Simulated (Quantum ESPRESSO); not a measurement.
```
CELL_PARAMETERS angstrom
      4.56264     0.00000     0.00000
     -2.28132     3.95137     0.00000
      0.00000     0.00000     7.40413
ATOMIC_POSITIONS crystal
  Mg 0.33333 0.66667 0.99643
  Mg 0.66667 0.33333 0.49643
  Te 0.33333 0.66667 0.37357
  Te 0.66667 0.33333 0.87357
```

Cell and atoms were relaxed with PBEsol from Materials Project entry mp-1039, within its symmetry.

Task: What does PBE (stringent potentials; pw.x of Quantum ESPRESSO, ONCV potentials, without SOC) give for the electronic structure near the Fermi level?

Result: The PBE gap is direct, 2.50 eV at Γ. Spin-orbit coupling is left out, which matters for elements this heavy: edges can move by tenths of an eV.
